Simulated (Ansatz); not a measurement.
Method: DFT PBE, scalar-relativistic, plane waves, PAW in Ansatz. Settings: cutoff 420 eV, Γ-centred meshes spaced at most about 0.3 Å⁻¹, and about 0.25 Å⁻¹ or finer for metals (2π included), Gaussian smearing. No spin polarisation in the final relaxations.

All energies are static (0 K, no zero-point motion).

Two relaxed structures of Sn2PbO2:

A.

```yaml
crystal:
  lattice:
    - [5.08587, 0.00000, 0.00000]
    - [-2.54293, 4.40449, 0.00000]
    - [0.00000, 0.00000, 4.32354]
  atoms:
    - { symbol: Sn, position: [0.33333, 0.66667, 0.50000] }
    - { symbol: Sn, position: [0.66667, 0.33333, 0.50000] }
    - { symbol: Pb, position: [0.00000, 0.00000, 0.00000] }
    - { symbol: O, position: [0.33333, 0.66667, 0.00000] }
    - { symbol: O, position: [0.66667, 0.33333, 0.00000] }
```

B.

```yaml
crystal:
  lattice:
    - [1.61754, -9.27511, 0.00000]
    - [1.61754, 9.27511, 0.00000]
    - [0.00000, 0.00000, 3.37392]
  atoms:
    - { symbol: Sn, position: [0.16972, 0.83028, 0.00000] }
    - { symbol: Sn, position: [0.83028, 0.16972, 0.00000] }
    - { symbol: Pb, position: [0.00000, 0.00000, 0.00000] }
    - { symbol: O, position: [0.33878, 0.66122, 0.50000] }
    - { symbol: O, position: [0.66122, 0.33878, 0.50000] }
```

Question: Which form is favoured at zero pressure, and by what margin per atom?

Answer: A is lower, by 17 meV/atom. A has space group P6/mmm (No. 191), 19.4 Å³/atom and no gap on its mesh; B has space group Cmmm (No. 65), 20.2 Å³/atom and no gap. Counting O atoms around Pb and Sn (those within 1.25 times the shortest such distance or 1.15 times the sum of covalent radii; the shortest distance is added where it exceeds 1.18 times the sum of covalent radii), A has Sn 2, Pb 6 from 2.9 Å and B has Sn 4, Pb 8 from 3.8 Å. The denser one is the lower, and pressure would at first widen the difference. In A, Sn has 2 O at 2.16 Å; around Pb lie 6 O at 2.94 Å; O is surrounded by 2 Sn at 2.16 Å, 3 Pb at 2.94 Å and 3 O at 2.94 Å. In B, around Sn lie 4 O at 2.34 Å and 1 Pb at 3.15 Å; Pb is surrounded by 2 Sn at 3.15 Å, 4 Pb at 3.24–3.37 Å and 8 O at 3.80 Å; around O lie 4 Sn at 2.34 Å, 4 O at 3.24–3.37 Å, 2 Sn at 3.56 Å, 2 O at 3.67 Å and 4 Pb at 3.80 Å. Both come from invented guesses. A third cell relaxed alike, in P3m1, lies 257 meV/atom below the lower of the two.

Spin–orbit coupling, which can matter for Pb, is left out. Cells relaxed within their symmetry can be saddle points.
